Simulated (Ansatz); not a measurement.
Trial structure of Si2C, not yet relaxed:

```cif
data_structure
_symmetry_space_group_name_H-M 'P6_3/mmc'
_symmetry_Int_Tables_number 194
_cell_length_a 2.7518
_cell_length_b 2.7518
_cell_length_c 10.8482
_cell_angle_alpha 90.000
_cell_angle_beta 90.000
_cell_angle_gamma 120.000
_cell_volume 71.14
loop_
_atom_site_label
_atom_site_type_symbol
_atom_site_symmetry_multiplicity
_atom_site_Wyckoff_symbol
_atom_site_fract_x
_atom_site_fract_y
_atom_site_fract_z
_atom_site_occupancy
Si1 Si 4 f 0.33333 0.66667 0.62100 1
C1 C 2 c 0.33333 0.66667 0.25000 1
```

The calculation used DFT PBE, scalar-relativistic, plane waves, PAW (Ansatz 0.2.0). Settings: cutoff 420 eV, Γ-centred mesh 6×6×2 on the computed 6-atom cell, Gaussian smearing of 0.10 eV; no spin polarisation.

Energies over the elements count from the elements' standard structures at the same level, with no fitted energy shifts.

Q: What does a single point on this coarse mesh give?

A: The pressure is -4.5 GPa (the mean over three directions, positive in compression), the largest force is 1.68 eV/Å, and the energy is +1.07 eV/atom against the elements. The shortest distance is 2.12 Å.

Q: Is it a good guess?

A: A rough one: relaxing gains about 0.41 eV/atom (the start's value is from the coarse mesh, so the gain is rough) in 19 ionic steps and ends at +0.66 eV/atom on the finer mesh. The symmetry stays P6_3/mmc (No. 194). The end has the anti-2H molybdenite type. The volume per atom shrinks by 8.0 %, from 11.9 to 10.9 Å³. The shortest distance goes from 2.12 Å (Si–C) to 2.08 Å (Si–C). The ratio c/a of the conventional cell changes by a factor of 0.77. Conventional cell: a = 2.923 Å, c = 8.842 Å. Si has 3 C at 2.08 Å and 1 Si at 2.42 Å; around C lie 6 Si at 2.08 Å.

The last run used a 12×12×4 mesh (in the run's order of axes) for its 6-atom cell and Gaussian smearing of 0.10 eV. The reference form of C is held partly by dispersion forces, which this level lacks. The relaxation can't lower the symmetry of the start, and the grade says only how near the guess is to its own end. A structure relaxed within its symmetry needn't be a true minimum. Another cell of Si2C relaxed alike, in P-3m1, lies 48 meV/atom lower, so this cell isn't the stable form at this level.
